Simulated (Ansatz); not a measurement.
The end point of a relaxation of Zn3P2. These are PBEsol (plane waves to 420 eV, PAW, scalar-relativistic; Ansatz, a quantum-chemistry and plane-wave program) values and carry that method's errors.

```xyz
40
Lattice="-5.6345 5.6345 5.6345 5.6345 -5.6345 5.6345 5.6345 5.6345 -5.6345" Properties=species:S:1:pos:R:3 pbc="T T T"
P      2.8173     2.8173     2.8173
P     -2.8173     2.8173     2.8173
P      2.8173     2.8173    -2.8173
P      2.8173    -2.8173     2.8173
P      5.5340     0.0000     2.8173
P      0.1005     0.0000     8.4518
P      2.8173     5.5340     0.0000
P      8.4518     0.1005     0.0000
P      0.0000     2.8173     5.5340
P      0.0000     8.4518     0.1005
P      0.1005     5.6345     2.8173
P      5.5340     5.6345    -2.8173
P      2.8173     0.1005     5.6345
P     -2.8173     5.5340     5.6345
P      5.6345     2.8173     0.1005
P      5.6345    -2.8173     5.5340
Zn     4.4149     1.5729     4.1699
Zn     6.8542     4.0617     4.1699
Zn     1.2196     1.5729     7.0991
Zn    -1.2196     4.0617     7.0991
Zn     4.1699     4.4149     1.5729
Zn     4.1699     6.8542     4.0617
Zn     7.0991     1.2196     1.5729
Zn     7.0991    -1.2196     4.0617
Zn     1.5729     4.1699     4.4149
Zn     4.0617     4.1699     6.8542
Zn     1.5729     7.0991     1.2196
Zn     4.0617     7.0991    -1.2196
Zn     1.2196     4.0617     1.4646
Zn    -1.2196     1.5729     1.4646
Zn     4.4149     4.0617    -1.4646
Zn     6.8542     1.5729    -1.4646
Zn     1.4646     1.2196     4.0617
Zn     1.4646    -1.2196     1.5729
Zn    -1.4646     4.4149     4.0617
Zn    -1.4646     6.8542     1.5729
Zn     4.0617     1.4646     1.2196
Zn     1.5729     1.4646    -1.2196
Zn     4.0617    -1.4646     4.4149
Zn     1.5729    -1.4646     6.8542
```

**Question.** Find the space group and the Wyckoff positions (tolerance 0.01 Å).

**Answer.** Space group Ia-3 (No. 206); a = 11.269 Å, b = 11.269 Å, c = 11.269 Å, α = 90.00°, β = 90.00°, γ = 90.00°

| atom | site | symmetry | x | y | z |
|---|---|---|---|---|---|
| P | 8b | .-3. | 0.2500 | 0.2500 | 0.2500 |
| P | 24d | 2.. | 0.0000 | 0.2500 | 0.4911 |
| Zn | 48e | 1 | 0.1082 | 0.3604 | 0.1300 |

This is the anti-bixbyite type.

**Question.** Give the shortest distances between elements (the closest pairs, up to four, under 3.6 Å).

**Answer.** P–Zn 2.34 Å; Zn–Zn 2.97 Å.

| Property | Value |
|---|---|
| Volume per atom | 17.89 Å³ |
| Density | 4.79 g/cm³ |
| Band gap | 0.22 eV, direct at Γ (no spin-orbit coupling) |

No spin polarisation in the result.

The run could not lose the symmetry of its start.

The first start was generated by placing the elements on the sites of a structure type. Materials Project lists a structure of Zn3P2 in the same space group, Ia-3 (No. 206); the sites were not compared with it, nor with measured phases.
